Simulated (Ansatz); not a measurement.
Ansatz (a first-principles code) input:

Ansatz 0.2 input:
```yaml
crystal:
  lattice:
    - [0.0, 2.418990266, 2.418990266]
    - [2.418990266, 0.0, 2.418990266]
    - [2.418990266, 2.418990266, 0.0]
  atoms:
    - { symbol: S, position: [0.75, 0.75, 0.75] }
    - { symbol: Be, position: [0.0, 0.0, 0.0] }
kpoints:
  mp_grid: { grid: [9, 9, 9] }
basis: { xc_grid: 2 }
hamiltonian:
  xc: pbesol
  pseudopotentials: { kind: paw }
scf:
  occupations: { method: fixed }
output:
  optics: { e_range: [0.0, 15.0], de: 0.05, sigma: 0.1, bands: { spectra_wanted_up_to: 12 eV } }
```

Output (shortened):

```
output.optics: the spectra are integrated over the Brillouin zone by k·p interpolation around the k-points, where levels, occupations, output.optics.sigma and …
Pseudopotential: S, paw, valence charge 6
Pseudopotential: Be, paw, valence charge 2
Functional definition: PBEsol
Crystal: 2 atoms, lattice volume = 28.310 Å³
Basis set: ecut = 420 eV, 537 PW (Γ), exchange–correlation on 48×48×48 points (8 copies of the dense FFT grid, shifted against one another)
Bands: 8, of which v1, the nominal top of the filled ones, is band 4 counted from 1 (3 counted from 0)
Symmetry: 24 space group operations
Space group: F-43m (ITA 216), of the structure as read, at distance tolerance 3.0e-5 Å
k-points: 35 of 729 (time reversal used)
SCF iter   1: F=—  HF=-977.445496 eV  |F-HF|=—  |Δ(HF+E_count)|=         —  Δρ=3.49e-3  dr2=4.70e-3  ethr=1.77e-3  ⟨swp⟩=4.5  Hψ=2016  notcnv=0  defer=53
preconditioner: auto → none
SCF iter   2: F=—  HF=-977.444004 eV  |F-HF|=—  |Δ(HF+E_count)|=   1.49e-3  Δρ=1.18e-3  dr2=4.33e-4  ethr=5.88e-5  ⟨swp⟩=2.7  Hψ=715  notcnv=0  defer=64
SCF iter   3: F=—  HF=-977.444067 eV  |F-HF|=—  |Δ(HF+E_count)|=   6.33e-5  Δρ=2.68e-4  dr2=1.33e-5  ethr=5.41e-6  ⟨swp⟩=3.0  Hψ=478  notcnv=0  defer=64
SCF iter   4: F=—  HF=-977.444097 eV  |F-HF|=—  |Δ(HF+E_count)|=   2.94e-5  Δρ=3.32e-5  dr2=2.62e-7  ethr=1.66e-7  ⟨swp⟩=1.9  Hψ=376  notcnv=0
SCF iter   5: F=—  HF=-977.444097 eV  |F-HF|=—  |Δ(HF+E_count)|=   3.92e-7  Δρ=2.20e-5  dr2=1.91e-7  ethr=3.27e-9  ⟨swp⟩=2.0  Hψ=420  notcnv=0
SCF iter   6: F=—  HF=-977.444097 eV  |F-HF|=—  |Δ(HF+E_count)|=   5.99e-8  Δρ=7.67e-6  dr2=2.33e-8  ethr=2.39e-9  ⟨swp⟩=1.9  Hψ=367  notcnv=0
SCF iter   7: F=—  HF=-977.444097 eV  |F-HF|=—  |Δ(HF+E_count)|=   7.86e-9  Δρ=1.28e-6  dr2=6.70e-10  ethr=2.91e-10  ⟨swp⟩=2.0  Hψ=415  notcnv=0
SCF iter   8: F=-977.444097 eV  HF=-977.444097 eV  |F-HF|=4.21e-12  |Δ(HF+E_count)|=  2.55e-10  Δρ=1.19e-7  dr2=5.97e-12  ethr=1.00e-12  ⟨swp⟩=2.2  Hψ=1336  notcnv=0
SCF 1 converged in 8 iterations: F = -977.444097 eV  dr2 = 5.97e-12
NSCF: frozen V_eff on 35 k-points
Optics k sum: 0 of 35 k-points
Optics k sum: 2 of 35 k-points
Optics k sum: 4 of 35 k-points
Optics k sum: 6 of 35 k-points
Optics k sum: 7 of 35 k-points
Optics k sum: 9 of 35 k-points
Optics k sum: 11 of 35 k-points
Optics k sum: 13 of 35 k-points
Optics k sum: 14 of 35 k-points
Optics k sum: 16 of 35 k-points
Optics k sum: 18 of 35 k-points
Optics k sum: 20 of 35 k-points
Optics k sum: 21 of 35 k-points
Optics k sum: 23 of 35 k-points
Optics k sum: 25 of 35 k-points
Optics k sum: 27 of 35 k-points
Optics k sum: 28 of 35 k-points
Optics k sum: 30 of 35 k-points
Optics k sum: 32 of 35 k-points
Optics k sum: 34 of 35 k-points
Optics k sum: 35 of 35 k-points
Optics k sum: 0 of 35 k-points
Optics k sum: 2 of 35 k-points
Optics k sum: 4 of 35 k-points
Optics k sum: 6 of 35 k-points
Optics k sum: 7 of 35 k-points
Optics k sum: 9 of 35 k-points
Optics k sum: 11 of 35 k-points
Optics k sum: 13 of 35 k-points
Optics k sum: 14 of 35 k-points
Optics k sum: 16 of 35 k-points
Optics k sum: 18 of 35 k-points
Optics k sum: 20 of 35 k-points
Optics k sum: 21 of 35 k-points
Optics k sum: 23 of 35 k-points
Optics k sum: 25 of 35 k-points
Optics k sum: 27 of 35 k-points
Optics k sum: 28 of 35 k-points
Optics k sum: 30 of 35 k-points
Optics k sum: 32 of 35 k-points
Optics k sum: 34 of 35 k-points
Optics k sum: 35 of 35 k-points
NSCF: frozen V_eff on 1 k-points
NSCF: frozen V_eff on 1 k-points
NSCF: frozen V_eff on 1 k-points
NSCF: frozen V_eff on 1 k-points
output.optics: what the bands over the 13 summed would add to eps1, eps2 and the energy-loss function is held between a lower and an upper bound (5 Lanczos …
SCF converged after 8 iterations
Free energy (F): -977.444097 eV
Harris-Foulkes:  -977.444097 eV  (|F-HF|=4.21e-12)
Internal energy: -977.444097 eV  (E = F + TS)
E sigma→0 (E₀):  -977.444097 eV
Fermi energy:    5.387496 eV
--- Per-component energies (eV) ---
  E_band       = 1.451679
  E_kinetic    = 128.174517
  E_local      = -114.317852  (includes V_loc(G=0)·N_el)
  E_nonlocal   = 32.929040
  E_hartree    = 34.917231
  E_xc         = -116.169565
  E_vxc        = -108.783597  (∫ρ·V_xc dr)
  E_paw        = -641.481202  (= ΣΔE_a)
  E_vpaw       = -6.384874  (= ΣTr[D̂ρ^β])
  E_aug_tail   = 0.000001  (compensation charges beyond the density's cutoff)
  E_ewald      = -301.567748
  E_core_change = 0.071481  (= ΣΔE_core)
  E_smearing   =  0.000000  (= −TS)
  E_closure    = 0.000000  (closes the sum)
  Σ components = -977.444097   (vs F -977.444097, Δ=0.00e0)
  [band-id]    e_kinetic+e_local+e_nonlocal+2·e_hartree+e_vxc+e_vpaw+e_augmentation_tail = 1.451697   (vs E_band 1.451679, Δ=1.77e-5)
--- Band table (eV; the first three rows and the last of 35) ---
  k-point 0: bands = ["-8.3760", "5.3875", "5.3875", "5.3875", "10.9666", "10.9666", "10.9666", "11.1554"]
  k-point 1: bands = ["-8.2327", "4.3754", "5.2223", "5.2223", "10.8895", "11.2605", "11.2605", "12.2514"]
  k-point 2: bands = ["-7.8286", "2.4862", "4.8688", "4.8688", "10.8500", "11.7837", "11.7837", "14.1321"]
  k-point 34: bands = ["-6.1639", "0.8754", "1.5274", "2.2829", "11.5004", "12.8106", "13.6752", "15.2629"]
```

Cost: about 9 core-seconds (a rough figure) on shared cores.

The PBEsol relaxation kept the symmetry of its start.

Potentials: the later of the program's two PAW sets.

Ansatz is a plane-wave DFT program.
